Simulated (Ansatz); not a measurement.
Data:

Cl:
```yaml
crystal:
  lattice:
    - [2.86005, 0.00000, 0.00000]
    - [0.00000, 2.86005, 0.00000]
    - [0.00000, 0.00000, 2.86005]
  atoms:
    - { symbol: Cl, position: [0.00000, 0.00000, 0.00000] }
```

This is the PBE-relaxed structure.

Task: All from plane-wave PAW PBE (Ansatz code), unless another level is named. Estimate the electronic character.

Result: metallic (no gap).

Task: And the density of states at the Fermi level?

Result: 1.5 states/eV per atom (mean over ±0.08 eV).

Space group Pm-3m (simple cubic). A made-up cell: these elements were put on the sites of a structure type; neither database checked (COD, Materials Project) lists it. It is not the usual solid phase (space group No. 64). The PBE relaxation kept the symmetry of its start; its stability against distortions is not shown here. The substance is a gas or liquid at ambient conditions. With an odd number of electrons in the cell and no spin polarisation, the count alone makes it a metal.

Potentials: the later of the program's two PAW sets.
